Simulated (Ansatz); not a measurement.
# Rutile alloy of SnO2 and TiO2 (6 of 24 Sn sites exchanged), 72 atoms

Ansatz, PAW, plane waves. PBEsol relaxation of cell lengths and atoms (angles held) at the single k point (¼, ¼, ¼) without its symmetry partners; single points on the relaxed atoms at the single k point (¼, ¼, ¼) without its symmetry partners, onto which points of the small cell's zone fold. Arrangement: quasirandom. No spin–orbit coupling unless named.

Relaxed structure:

```xyz
72
Lattice="9.4626 0.0000 0.0000 0.0000 9.4625 0.0000 0.0000 0.0000 9.4504" Properties=species:S:1:pos:R:3 pbc="T T T"
Ti    0.1032    0.1066    0.0244
Ti    0.0234    0.0268    3.1030
Ti    4.8769    4.8802    6.3027
Ti    2.3455    2.3489    4.7824
Ti    2.4474    2.4507    7.7431
Ti    7.1804    7.1837    7.9612
Sn    0.0049    0.0083    6.3067
Sn    9.4480    4.7230    9.4215
Sn    0.0056    4.7029    3.1590
Sn    0.0039    4.7061    6.3096
Sn    4.7197    9.4513    9.4214
Sn    4.6996    0.0090    3.1590
Sn    4.7027    0.0073    6.3096
Sn    4.7210    4.7243    9.4015
Sn    4.6952    4.6985    3.1862
Sn    2.3370    2.3403    1.5733
Sn    2.3390    7.0985    1.5710
Sn    2.3428    7.0976    4.7262
Sn    2.3438    7.0967    7.8704
Sn    7.0952    2.3424    1.5710
Sn    7.0943    2.3462    4.7262
Sn    7.0934    2.3471    7.8704
Sn    7.0979    7.1012    1.5651
Sn    7.1194    7.1227    4.7347
O     1.4050    1.4084    9.4128
O     1.4053    1.4087    3.2172
O     1.4717    1.4751    6.2894
O     1.4488    6.1472    9.4436
O     1.4645    6.1324    3.1498
O     1.3887    6.2046    6.3001
O     6.1438    1.4523    9.4436
O     6.1290    1.4680    3.1498
O     6.2012    1.3922    6.3001
O     6.1911    6.1944    9.3656
O     6.1646    6.1679    3.1636
O     6.1763    6.1797    6.3511
O     3.2397    3.2430    9.3490
O     3.2322    3.2355    3.2320
O     3.2225    3.2258    6.2794
O     3.2998    7.9853    9.4453
O     3.2839    7.9998    3.1471
O     3.2229    8.0659    6.2999
O     7.9821    3.3031    9.4452
O     7.9965    3.2872    3.1472
O     8.0627    3.2262    6.2999
O     8.0161    8.0194    9.3721
O     8.0536    8.0568    3.1355
O     7.9979    8.0011    6.3849
O     0.8966    3.7762    1.5602
O     0.9555    3.7498    4.7330
O     0.9613    3.7554    7.8701
O     0.8780    8.5923    1.5711
O     0.8636    8.5453    4.6465
O     0.8965    8.5721    7.9647
O     5.6181    3.7905    1.5654
O     5.6418    3.8373    4.8306
O     5.6203    3.8126    7.7630
O     5.6542    8.5577    1.5704
O     5.6306    8.5383    4.7331
O     5.6745    8.5012    7.8612
O     3.7728    0.9000    1.5602
O     3.7464    0.9588    4.7330
O     3.7519    0.9646    7.8701
O     3.7870    5.6213    1.5654
O     3.8339    5.6451    4.8306
O     3.8093    5.6237    7.7630
O     8.5890    0.8813    1.5711
O     8.5420    0.8670    4.6465
O     8.5688    0.8999    7.9647
O     8.5544    5.6575    1.5704
O     8.5350    5.6339    4.7332
O     8.4979    5.6777    7.8612
```

Problem. What are the mean bond lengths by pair (pairs within 1.2 times the sum of covalent radii, less contacts 15 % beyond the pair's median; cation–cation pairs of compounds aside; long ionic contacts are cut short by that bound)?

Solution. O–Sn 2.063 ± 0.018 Å (standard deviation, 108 bonds); O–Ti 1.981 ± 0.081 Å (standard deviation, 35 bonds).

Problem. What gap lies between the top filled and the lowest empty level in the single points?

Solution. HSE06 4.17 eV (43 s on NVIDIA H100). Away from Γ this isn't the crystal's band gap.
